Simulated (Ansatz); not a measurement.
ScSi (CsCl type), relaxed with PBE (Ansatz, an electronic-structure program, plane waves, PAW): a = b = c = 3.3202 Å, α = β = γ = 90.00°.

| Item | Value |
|---|---|
| ΔH_f (eV/atom) | -0.41 |
| B₀ by P(V) fit (GPa) | 85.5 |

Q: The same phase is relaxed and computed with r²SCAN in the same code. What are the cell and these values now?

A: a = 3.3200 Å, b = 3.3200 Å, c = 3.3200 Å, α = 90.00°, β = 90.00°, γ = 90.00°.

- ΔH_f (eV/atom) = -0.39
- B₀ by P(V) fit (GPa) = 87.9

Constructed cells (a structure type filled with these elements, in neither database checked): ScSi, CsCl type. Unstable at this level: ScSi, CsCl type with r²SCAN. All cells were relaxed under the symmetry of their starts (and spin orders); stability against distortions was not tested throughout. Rows with no word on spin ran without spin polarisation.

Potentials: the later of the program's two PAW sets.

Ansatz is a plane-wave DFT program.

Formation energies count from the lowest solids of the elements computed at the same level, not from gases.
